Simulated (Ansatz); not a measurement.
Level: r2SCAN, no spin polarisation; 500 eV; 5×5×5 Γ-centred mesh; gaussian occupations (width 0.0133 eV); Ansatz 0.2.0, fixed geometry.

Computed maps in the lattice plane spanned by b (left to right, 6.18 Å, 19 points from zero) and c (bottom to top, 6.18 Å, 19 points from zero), 60° apart, at height 0.790 along a. The fields are smooth PAW ones with compensation charges, not the true ones near nuclei.

Valence density. Digits on a logarithmic scale: 0 up to 0.03 e/Å³, each further digit a factor of 1.6, 9 from 1.3 e/Å³ up:
```
5677654334566654334
5789875334678876433
4689986434688888643
3589998534688778864
3468998643578747875
4346888643468877886
4234676643246888886
4222445442224678876
4222233332222456665
3332223332223334444
3444433333344443333
4566643333346665433
5688865333356888654
5789986432347899875
6689998642246899986
6679998642224689997
6667888643223468887
6666676543222345676
6666655433444433455
```

ELF. Ten even steps from '0' (0.01) to '9' (0.89):
```
5777753101699961013
5899985102899998201
3885588302898789820
1684048611897117981
0388668820698101896
2059999950299711799
4016999961059987899
5001466641005999999
2000012210000268886
0011001110011001221
1256411111146521000
3689962111269986311
5888996211269988853
5884699610169964885
3795069940049960597
2379548961016984597
2127988851001588897
2113788620000036887
3222355310254201355
```

Question: The cell is Cs$_{2}$VAgC$_{6}$. Which atoms lie within 0.2 Å of this plane, and where (fractions of b and c)?

Answer: C at (0.21, 0.21), C at (0.21, 0.79), C at (0.79, 0.21). The whole cell:
```yaml
crystal:
  lattice:
    - [0.00000, 4.37022, 4.37022]
    - [4.37022, 0.00000, 4.37022]
    - [4.37022, 4.37022, 0.00000]
  atoms:
    - { symbol: V, position: [0.00000, 0.00000, 0.00000] }
    - { symbol: C, position: [0.79000, 0.21000, 0.21000] }
    - { symbol: C, position: [0.21000, 0.79000, 0.21000] }
    - { symbol: C, position: [0.21000, 0.79000, 0.79000] }
    - { symbol: C, position: [0.79000, 0.21000, 0.79000] }
    - { symbol: C, position: [0.21000, 0.21000, 0.79000] }
    - { symbol: C, position: [0.79000, 0.79000, 0.21000] }
    - { symbol: Cs, position: [0.25000, 0.25000, 0.25000] }
    - { symbol: Cs, position: [0.75000, 0.75000, 0.75000] }
    - { symbol: Ag, position: [0.50000, 0.50000, 0.50000] }
```

Origin: a known structure type with other elements, at an estimated volume, so it need not be a known compound. Caveats: no spin polarisation, so a magnetic state may lie lower; atoms or cell far from equilibrium.
